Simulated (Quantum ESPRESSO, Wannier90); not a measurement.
# Wannier functions of ZnHgTe2 (R3m)

```
CELL_PARAMETERS angstrom
     -2.27504     3.94048     0.00000
     -4.55008     0.00000     0.00000
     -2.27504     1.31349     7.41364
ATOMIC_POSITIONS crystal
  Zn 0.50043 0.50043 0.49871
  Hg 0.99905 0.99905 0.00284
  Te 0.87000 0.87000 0.38999
  Te 0.38050 0.38050 0.85850
```

Cell from Materials Project (mp-1215476), symmetrised, no further relaxation. Not found in the COD (Crystallography Open Database) copy used; not checked further. Method: PBEsol plane waves in Quantum ESPRESSO 7.5 (PseudoDojo norm-conserving files, 68 Ry, no spin polarisation, no spin-orbit coupling), Bloch states on a 6×6×6 mesh through Γ, Wannier90 4.0.1. Density: 8×8×8 mesh, cold smearing 0.01 Ry. Spin-orbit coupling is left out although heavy elements are present.

Base run: 16 functions from bands 19-20,31-58 of the 58 computed, start hydrogen-like Zn: s;p; Hg: s;p; Te: s;p, centres 0.05 Å off the atoms, frozen window up to 1.50 eV relative to the Fermi level, outer window open. Bands 21–30 (Zn 3d 49 %, Hg 5d 47 %) lie between the kept ones and are excluded. Rows change the key named; with other orbitals the number of functions and the frozen window follow, as listed; window edges are relative to the Fermi level. The misfit compares interpolated bands with pw.x on a high-symmetry path, for states up to 1.0 eV relative to the Fermi level. Converged means that the tolerances were met: symmetric starts can stop on a saddle, which shows as a larger Ω_OD at equal Ω_I and can move the misfit too.

Rows with other orbitals or bands describe another subspace, so their Ω_I can't be set against the base's. Runs that didn't settle are not listed.

| setting | orbitals | bands | functions | frozen to (eV) | Ω_I (Å²) | Ω_D (Å²) | Ω_OD (Å²) | rms misfit (meV) | worst (meV) | ended |
|---|---|---|---|---|---|---|---|---|---|---|
| base | Zn sp, Hg sp, Te sp | 19-20,31-58 | 16 | 1.50 | 32.44 | 0.03 | 4.02 | 2.9 | 13 | converged |
| num_iter = 0 (projection only), orbitals on the atoms | Zn sp, Hg sp, Te sp | 19-20,31-58 | 16 | 1.50 | 32.43 | 0.04 | 12.44 | 3.9 | 16 | no minimisation |
| start: the same orbitals exactly on the atoms | Zn sp, Hg sp, Te sp | 19-20,31-58 | 16 | 1.50 | 32.43 | 0.03 | 4.01 | 3.0 | 16 | converged |
| start: sp3 on every atom | Zn sp, Hg sp, Te sp | 19-20,31-58 | 16 | 1.50 | 32.43 | 0.03 | 4.01 | 3.0 | 15 | converged |
| start: atomic waves of the pseudopotential files | Zn 4s, Hg 6s, Te 5s, Te 5p | 19-20,31-58 | 10 | 1.50 | 26.46 | 0.04 | 2.05 | 5.1 | 47 | converged |
| atomic waves with projectability windows 0.01 and 0.95 | Zn 4s, Hg 6s, Te 5s, Te 5p | 19-20,31-58 | 10 | 1.50 | 27.16 | 0.08 | 2.88 | 3.0 | 19 | converged |
| start: SCDM erfc, mu = fit minus three sigma, no disentanglement steps | Zn 4s, Hg 6s, Te 5s, Te 5p | 19-20,31-58 | 10 | none | 35.03 | 0.30 | 3.95 | 2.9 | 15 | converged |
| start: SCDM erfc with a higher mu, no disentanglement steps | Zn 4s, Hg 6s, Te 5s, Te 5p | 19-20,31-58 | 10 | none | 35.64 | 0.34 | 4.37 | 13 | 105 | converged |
